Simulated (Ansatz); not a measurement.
**K2TeCl6 squeezed and stretched**

A database entry relaxed whole under r2SCAN (Fm-3m):

```
CELL_PARAMETERS angstrom
0.00000 5.09090 5.09090
5.09090 0.00000 5.09090
5.09090 5.09090 0.00000
ATOMIC_POSITIONS crystal
K 0.25000 0.25000 0.25000
K 0.75000 0.75000 0.75000
Te 0.00000 0.00000 0.00000
Cl 0.24982 0.24982 0.75018
Cl 0.75018 0.75018 0.24982
Cl 0.24982 0.75018 0.24982
Cl 0.24982 0.75018 0.75018
Cl 0.75018 0.24982 0.75018
Cl 0.75018 0.24982 0.24982
```

The cell was scaled uniformly, its shape held, and the atoms relaxed at each volume with plane-wave PAW DFT (Ansatz 0.2.0; r2SCAN, 500 eV, 6×6×6 Γ-centred mesh, fermi-dirac occupations of width 0.020 eV; no spin, no spin-orbit coupling). One row is withheld.

```csv
volume (Å³/atom),energy over the lowest (meV/atom),pressure (GPa),gap over mesh and path (eV)
27.561,5.4,1.12,2.586
28.148,2.2,0.65,2.626
28.734,0.5,0.29,2.668
29.321,0.0,-0.02,2.709
29.907,0.6,-0.31,2.745
30.493,?,?,?
31.080,4.5,-0.73,2.816
```

Question: Fit the pressures of the other rows to the third-order Birch-Murnaghan form.

Answer: With f = [(V₀/V)^(2/3) − 1]/2 and P = 3B₀f(1 + 2f)^(5/2)[1 + 3(B₀′ − 4)f/2], least squares gives V₀ = 29.25 Å³ an atom, B₀ = 15 GPa and B₀′ = 7.2; the rows miss the fit by 0.02 GPa. The slope of the energies differs from these pressures by less than 0.05 GPa.

Question: How does the gap move with volume?

Answer: A parabola in ln(V/V₀) through the other rows has the slope dE_g/d ln V = +1.9 eV at V₀, so by B₀ the gap moves by -128 meV a GPa: it narrows under pressure.

Question: What does the withheld row hold?

Answer: The fit gives -0.54 GPa at 30.493 Å³; the run gave -0.55 GPa and 2.2 meV an atom. Its gap is 2.780 eV, against 2.781 eV from the parabola.

Caveats: the shape of the cell was held; 0 K, fixed nuclei; the symmetry was kept, and this need not be the phase that is stable at 0 K; one mesh for all volumes; r2SCAN gaps lie as a rule under measured ones; the slope of the gap can be off by tens of per cent, more where shallow d levels or spin-orbit coupling act on the edges; no spin-orbit coupling, which narrows gaps of heavier elements; pressure is positive in compression.
